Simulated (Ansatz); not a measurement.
**Calculated 23Na NMR of the central transition for Na₃LiP₂O₇**

Cell: a Materials Project structure (computed, not necessarily an observed phase).

Space group C222_1 (No. 20); a = 5.5604, b = 9.2427, c = 12.4212 Å.

| site | Wyckoff | site symmetry | x | y | z |
| --- | --- | --- | --- | --- | --- |
| Na1 | 4a | 2.. | 0.3499 | 0.0000 | 0.5000 |
| Na3 | 8c | 1 | 0.3749 | 0.3275 | 0.6188 |
| Li | 4b | .2. | 0.5000 | 0.9627 | 0.7500 |
| P | 8c | 1 | 0.3594 | 0.6690 | 0.6485 |
| O13 | 8c | 1 | 0.6494 | 0.0642 | 0.6283 |
| O17 | 8c | 1 | 0.5435 | 0.6745 | 0.5569 |
| O21 | 8c | 1 | 0.2750 | 0.8191 | 0.6860 |
| O25 | 4b | .2. | 0.5000 | 0.5930 | 0.7500 |

One atom of each set is listed; the run and its k-mesh use a cell of 26 atoms with edges of 5.39, 5.39, 12.42 Å.

Method: Kohn–Sham DFT in Ansatz, PBE, plane waves and PAW, scalar-relativistic, 420 eV cutoff, Γ-centred 5×5×2 k-points, Fermi–Dirac smearing 0.02 eV.

23Na has I = 3/2 and Q = 104.0 mb (Pyykkö 2018); at 23.5 T its Larmor frequency is ν₀ = 264.8 MHz. Only the quadrupole interaction is simulated: positions count from each site's isotropic chemical shift, and J coupling is left out, as are shift anisotropy and dipolar coupling, which fast spinning averages.

The Na sites: Na1 (2 atoms; 4 O at 2.38–2.45 Å; also 4 O at 2.88–3.27 Å); Na3 (4 atoms; 7 O at 2.38–3.03 Å; also 1 Li at 2.93 Å, 2 Na at 3.37–3.42 Å, 4 O at 3.42–3.46 Å).

Fitted components of the simulated spectrum:

```json
{"component": "A", "|C_Q| (MHz)": "2.31", "η": "0.22"}
{"component": "B", "|C_Q| (MHz)": "2.91", "η": "0.39"}
```

(1) Which site most likely gives which component?

Answers

(1) By the calculation, A is Na3, B is Na1. Like point charges on the first shell alone (each adding as 1/d³) would give the same order.
